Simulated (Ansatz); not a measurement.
Consider the following.

Starting cell, MgO (rock salt):

```
CELL_PARAMETERS angstrom
      0.00000     4.25375     4.25375
      2.12687     0.00000     2.12687
      2.12687     2.12687     0.00000
ATOMIC_POSITIONS crystal
  O  0.00000 0.00000 0.00000
  O  0.50000 0.00000 0.00000
  Mg 0.25000 0.50000 0.50000
  Mg 0.75000 0.50000 0.50000
```

The atoms are displaced by Q × the pattern below (from a DFPT mode at L = (0.5, 0.0, 0.0), largest move 1; Q in Å), at fixed cell. (q is in reciprocal vectors of the primitive cell; the cell shown is doubled to hold the pattern.)

```json
[
 {"atom": "Mg3", "x": "-0.577", "y": "0.577", "z": "0.577"},
 {"atom": "Mg4", "x": "0.577", "y": "-0.577", "z": "-0.577"}
]
```

Atoms not listed stay in place.

These are PBE (plane waves to 420 eV, PAW, scalar-relativistic; Ansatz, an electronic-structure program) values and carry that method's errors. k mesh 13×13×13 (Γ-centred), Fermi-Dirac smearing 0.05 eV. Energies are smeared free energies. MgO was relaxed with its symmetry unable to fall. The zero of ΔE is the undisplaced structure.

The scan covers Q from -0.100 to 0.100 Å in 13 points.

### Question
Which space group does the distorted structure have?

### Answer
R-3m (No. 166), lowered from Fm-3m.

### Question
What is the energy change at Q = 0.100 Å?

### Answer
248.2 meV/cell.

### Question
What harmonic wavenumber does the curvature at Q = 0 give?

### Answer
527 cm⁻¹.

(A displaced cell: forces are minus the slopes of the energy, force constants its curvatures, and phonons follow from these.)
